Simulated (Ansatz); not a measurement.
NbN (rock salt)

```xyz
2
Lattice="0.0000 2.2106 2.2106 2.2106 0.0000 2.2106 2.2106 2.2106 0.0000" Properties=species:S:1:pos:R:3 pbc="T T T"
N      0.0000     0.0000     0.0000
Nb     2.2106     2.2106     2.2106
```

The slice is a {110} plane (indices of the conventional cell) through the point (0.500, 0.500, 0.500) (fractional), spanned by u = [100] and v = [1 -1 -1] in vectors of this cell: u (3.13 Å) and v (4.42 Å, at 90° to u). It covers one period; positions are fractions (u, v).

These are PBE (plane waves to 420 eV, PAW, scalar-relativistic; Ansatz, an electronic-structure program) values and carry that method's errors. k mesh 18×18×18. These are valence fields of a PAW run, semicore shells included where kept as valence: close to a nucleus they are smooth pseudo fields. NbN is run without spin polarisation. NbN was relaxed with its symmetry unable to fall. The PAW data are Ansatz's earlier set. This is a high-temperature form of NbN.

**Question.** What is the valence density on the shortest N–Nb line in this plane (2.21 Å), at its minimum between the atoms?

**Answer.** 0.53 e/Å³.

**Question.** What is the ELF at the density minimum of the shortest N–Nb line in this plane (2.21 Å)?

**Answer.** 0.2.

**Question.** Sketch the electrostatic potential energy of an electron, from the cell's mean on this plane as a map.

**Answer.** 
```tsv
v \ u	0.00	0.10	0.20	0.30	0.40	0.50	0.60	0.70	0.80	0.90
0.86	x	x	x	<5.0	10.5	12.2	10.5	<5.0	x	x
0.71	6.8	7.9	10.5	12.2	12.8	13.0	12.8	12.2	10.5	7.9
0.57	x	x	x	11.4	11.6	11.3	11.7	11.5	x	x
0.43	x	x	x	11.5	11.7	11.3	11.6	11.4	x	x
0.29	6.8	7.9	10.5	12.2	12.8	13.0	12.8	12.2	10.5	7.9
0.14	x	x	x	<5.0	10.5	12.2	10.5	<5.0	x	x
0.00	x	x	x	<5.0	7.7	10.8	7.7	<5.0	x	x
```

Values: electrostatic potential energy of an electron, from the cell's mean, in eV. Points within 0.9 Å of a nucleus are blanked (x), as the pseudised field means little there. Values under 5 eV are set to 5. The zero, the cell's mean, hangs on the PAW cores.
